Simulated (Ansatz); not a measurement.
FePt (CuAu type, space group P4/mmm)

```xyz
2
Lattice="2.7339 0.0000 0.0000 0.0000 2.7339 0.0000 0.0000 0.0000 3.7210" Properties=species:S:1:pos:R:3 pbc="T T T"
Fe     1.3669     1.3669     1.8605
Pt     0.0000     0.0000     0.0000
```

The volume is varied about the relaxed value V₀ at fixed cell shape. Symmetry pins the atoms to their sites.

Method: r2SCAN (plane waves to 500 eV, PAW, scalar-relativistic; Ansatz, a program for electronic structure). k mesh 17×17×13 (Γ-centred), Fermi-Dirac smearing 0.05 eV. The energy includes the smearing's −TS. Stress and pressure are positive under compression. FePt was relaxed with its symmetry unable to fall. Relaxed FePt ends ferromagnetic. Spin-orbit coupling is left out, though Pt is heavy. Other magnetic orders were not checked, so this need not be the ground state. The zero of ΔE is the relaxed starting cell.

```
V (Å³/cell)  P (GPa)  moment (μB/cell)  ΔE (eV/atom)
-----------  -------  ----------------  ------------
23.36           57.2              3.27         0.338
24.10           43.8              3.34         0.221
24.84           32.1              3.40         0.134
25.59           22.2              3.45         0.071
26.33           13.7              3.49         0.030
27.07            6.3              3.53         0.007
27.81            0.0              3.56         0.000
28.55              …              3.59         0.006
29.29           -9.9              3.63         0.024
30.04          -13.8              3.66         0.052
30.78          -17.1              3.68         0.087
31.52          -20.0              3.70             …
32.26          -22.4              3.72         0.180
```

**Question.** Complete the blanks.

**Answer.** 
- 28.55, P (GPa): -5.3
- 31.52, ΔE (eV/atom): 0.130

(A scan under strain: stresses follow from slopes of the energy per volume, elastic moduli from its curvatures.)
